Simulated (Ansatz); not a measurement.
Suppose Zn₂InO takes space group P-4m2 (No. 115), with Zn on 2g; In on 1c; O on 1a.

Theory: Ansatz, DFT PBE, scalar-relativistic, plane waves, PAW. Cutoff 420 eV, Γ-centred mesh, Gaussian smearing, no spin polarisation.

Energies over the elements count from the elements' standard structures at the same level (O₂ as a molecule), with no fitted energy shifts.

**Question.** Give the relaxed lattice parameters and positions.

**Answer.**

Space group P-4m2 (No. 115). a = 3.206 Å, b = 3.206 Å, c = 6.847 Å, α = 90.00°, β = 90.00°, γ = 90.00°
```json
{"atom": "Zn", "site": "2g", "symmetry": "2mm.", "x": "0.5000", "y": "0.0000", "z": "0.8236"}
{"atom": "In", "site": "1c", "symmetry": "-4m2", "x": "0.5000", "y": "0.5000", "z": "0.5000"}
{"atom": "O", "site": "1a", "symmetry": "-4m2", "x": "0.0000", "y": "0.0000", "z": "0.0000"}
```

Zn is surrounded by 2 O at 2.01 Å and 2 In at 2.73 Å; In has 4 Zn at 2.73 Å and 4 In at 3.21 Å; around O lie 4 Zn at 2.01 Å. Another local minimum with the same sites may exist.

**Question.** Where does its energy lie, and is it a metal?

**Answer.** The formation energy is −0.58 eV/atom and the gap on the 14×14×8 mesh of the 4-atom cell is 0 eV (a metal). Whether it is stable depends on the other phases of the system, which aren't compared here.

The last run used Gaussian smearing of 0.10 eV. An odd number of electrons in the primitive cell allows no gap without spin; a larger cell or a magnetic state could open one. A later test with randomly moved atoms came back to the same energy, though modes that don't fit the test's cell weren't probed.
